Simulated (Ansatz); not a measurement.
MgTiNO:
```yaml
crystal:
  lattice:
    - [2.99349, 0.00000, 0.00000]
    - [0.00000, 2.99349, 0.00000]
    - [0.00000, 0.00000, 17.21506]
  atoms:
    - { symbol: Ti, position: [0.50000, 0.00000, 0.81887] }
    - { symbol: N, position: [0.00000, 0.50000, 0.81265] }
    - { symbol: Ti, position: [0.00000, 0.50000, 0.93830] }
    - { symbol: N, position: [0.50000, 0.00000, 0.93821] }
    - { symbol: Ti, position: [0.50000, 0.00000, 0.06170] }
    - { symbol: N, position: [0.00000, 0.50000, 0.06179] }
    - { symbol: Ti, position: [0.00000, 0.50000, 0.18113] }
    - { symbol: N, position: [0.50000, 0.00000, 0.18735] }
    - { symbol: Mg, position: [0.50000, 0.00000, 0.31365] }
    - { symbol: O, position: [0.00000, 0.50000, 0.31401] }
    - { symbol: Mg, position: [0.00000, 0.50000, 0.43800] }
    - { symbol: O, position: [0.50000, 0.00000, 0.43797] }
    - { symbol: Mg, position: [0.50000, 0.00000, 0.56200] }
    - { symbol: O, position: [0.00000, 0.50000, 0.56203] }
    - { symbol: Mg, position: [0.00000, 0.50000, 0.68635] }
    - { symbol: O, position: [0.50000, 0.00000, 0.68599] }
```

Relaxed with PBE (plane waves, PAW; program Ansatz). Indices refer to the conventional cell of P4/nmm, a = 2.993 Å, b = 2.993 Å, c = 17.215 Å, α = 90.00°, β = 90.00°, γ = 90.00°.

Simulate the powder diffraction pattern (neutron, λ = 1.5401 Å; lines above 1 %) up to 2θ = 90°.

Simulated powder pattern, neutron, λ = 1.5401 Å (kinematic, ideal powder, no thermal factors, coherent scattering alone; the 30 strongest lines at most, above 1 %, up to 2θ = 90°):

```json
[
 {"2θ (°)": "5.13", "d (Å)": "17.215", "I/Imax (%)": "84", "hkl": "(001)"},
 {"2θ (°)": "15.42", "d (Å)": "5.738", "I/Imax (%)": "1.7", "hkl": "(003)"},
 {"2θ (°)": "30.27", "d (Å)": "2.949", "I/Imax (%)": "9.1", "hkl": "(101)"},
 {"2θ (°)": "33.73", "d (Å)": "2.654", "I/Imax (%)": "41", "hkl": "(103)"},
 {"2θ (°)": "36.49", "d (Å)": "2.459", "I/Imax (%)": "1.0", "hkl": "(007)"},
 {"2θ (°)": "36.52", "d (Å)": "2.457", "I/Imax (%)": "100", "hkl": "(104)"},
 {"2θ (°)": "39.86", "d (Å)": "2.259", "I/Imax (%)": "35", "hkl": "(105)"},
 {"2θ (°)": "41.94", "d (Å)": "2.152", "I/Imax (%)": "33", "hkl": "(008)"},
 {"2θ (°)": "42.67", "d (Å)": "2.117", "I/Imax (%)": "63", "hkl": "(110)"},
 {"2θ (°)": "43.00", "d (Å)": "2.101", "I/Imax (%)": "5.4", "hkl": "(111)"},
 {"2θ (°)": "47.48", "d (Å)": "1.913", "I/Imax (%)": "1.7", "hkl": "(009)"},
 {"2θ (°)": "47.81", "d (Å)": "1.900", "I/Imax (%)": "3.8", "hkl": "(107)"},
 {"2θ (°)": "57.08", "d (Å)": "1.612", "I/Imax (%)": "2.9", "hkl": "(109)"},
 {"2θ (°)": "57.37", "d (Å)": "1.604", "I/Imax (%)": "1.9", "hkl": "(117)"},
 {"2θ (°)": "61.37", "d (Å)": "1.509", "I/Imax (%)": "70", "hkl": "(118)"},
 {"2θ (°)": "61.93", "d (Å)": "1.497", "I/Imax (%)": "34", "hkl": "(200)"},
 {"2θ (°)": "62.19", "d (Å)": "1.491", "I/Imax (%)": "2.9", "hkl": "(201)"},
 {"2θ (°)": "65.72", "d (Å)": "1.419", "I/Imax (%)": "4.0", "hkl": "(119)"},
 {"2θ (°)": "67.45", "d (Å)": "1.387", "I/Imax (%)": "11", "hkl": "(1 0 11)"},
 {"2θ (°)": "70.47", "d (Å)": "1.335", "I/Imax (%)": "4.4", "hkl": "(211)"},
 {"2θ (°)": "72.41", "d (Å)": "1.304", "I/Imax (%)": "23", "hkl": "(213)"},
 {"2θ (°)": "73.06", "d (Å)": "1.294", "I/Imax (%)": "32", "hkl": "(1 0 12)"},
 {"2θ (°)": "74.07", "d (Å)": "1.279", "I/Imax (%)": "1.3", "hkl": "(207)"},
 {"2θ (°)": "74.08", "d (Å)": "1.278", "I/Imax (%)": "64", "hkl": "(214)"},
 {"2θ (°)": "76.22", "d (Å)": "1.248", "I/Imax (%)": "25", "hkl": "(215)"},
 {"2θ (°)": "77.61", "d (Å)": "1.229", "I/Imax (%)": "52", "hkl": "(208)"},
 {"2θ (°)": "78.97", "d (Å)": "1.211", "I/Imax (%)": "14", "hkl": "(1 0 13)"},
 {"2θ (°)": "81.58", "d (Å)": "1.179", "I/Imax (%)": "3.1", "hkl": "(209)"},
 {"2θ (°)": "81.83", "d (Å)": "1.176", "I/Imax (%)": "3.5", "hkl": "(217)"},
 {"2θ (°)": "89.19", "d (Å)": "1.097", "I/Imax (%)": "3.3", "hkl": "(219)"}
]
```

The start of the workflow was typed in or built on a structure type; neither database checked (COD, Materials Project) lists it. Its standing as an ambient phase is unchecked. Symmetry was held in the PBE relaxation; its stability against distortions is not shown here. The workflow began spin-polarised and lost its moments.

Potentials: the earlier of the program's two PAW sets.
